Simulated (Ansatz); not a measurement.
# Phonons of YTl (Pm-3m)

```xyz
2
Lattice="3.7348 0.0000 0.0000 0.0000 3.7348 0.0000 0.0000 0.0000 3.7348" Properties=species:S:1:pos:R:3 pbc="T T T"
Y     1.8674    1.8674    1.8674
Tl    0.0000    0.0000    0.0000
```

Level of theory, where no other is named: PBEsol, all-electron LAPW in Ansatz 0.2.0, scalar-relativistic. k mesh 8×8×8, Fermi-Dirac smearing of 0.050 eV, basis error target 1 meV/atom. The cell was relaxed by PAW under this functional. This phase needn't be the one found at ambient conditions.

Atoms are displaced by 0.01 Å in the smallest supercells that hold the wave vectors of a 2×2×2 mesh. Negative values stand for unstable modes.

Q: What are the phonon energies at the solved wave vectors, in meV?

A: 

```csv
q,point,modes (meV)
0.000 0.000 0.000,Gamma,12.57 (×3)
0.500 0.000 0.000,X,"7.08 (×2), 10.58, 12.62 (×2), 18.61"
0.500 0.500 0.000,M,"5.40 (×2), 7.64, 10.07, 20.94 (×2)"
0.500 0.500 0.500,R,"11.10 (×3), 17.63 (×3)"
```

Q: Is the structure dynamically stable at these wave vectors?

A: Yes, no mode is unstable there; wave vectors off this mesh aren't tested.

Q: How do the optical zone-centre modes decompose, and which are active?

A: Point group m-3m: Γ_opt = T1u.

```
label    meV  activity    mostly
  T1u  12.57        IR  Y (70 %)
```

In a metal the activity is that of symmetry alone; free carriers screen the infrared modes.

Q: How well do frozen-core PAW files reproduce these all-electron values?

A: With a cutoff of 420 eV and displacements of 0.0025 Å, the r.m.s. difference over the modes is 0.0 cm⁻¹; the largest difference is 85.3 (PAW) against 85.3 cm⁻¹ (LAPW).

Q: The cell is scaled evenly to 51.052 and 53.136 Å³ (from 52.094), with free atoms relaxed and the shape held. What are the mode Grüneisen parameters γ = −d ln ω/d ln V?

A: For the highest mode, 174.7 cm⁻¹ in the small cell and 163.3 in the large one give γ ≈ 1.69. From the change of the dynamical matrix on each mode:

```
point   cm⁻¹      γ
Gamma  101.4   2.45
    X   57.1   2.33
    X   85.3   1.67
    X  101.8   2.01
    X  150.1   1.88
    M   43.5  -0.12
    M   61.7   2.04
    M   81.2   1.93
    M  168.9   1.69
    R   89.5   1.51
    R  142.2   2.10
```

Weighted by the modes' heat capacities at 300 K, the mean on this mesh is 1.69; it moves with the q mesh, and a coarse one overweights the zone boundary. Rows under −0.05 (1 here) are modes that soften under compression and pull towards negative thermal expansion.

Caveats: responses of metals move with mesh and smearing; no spin-orbit coupling on heavy atoms; the frozen-core PAW files of the compared runs were fitted under PBE, their cores solved anew for this functional.
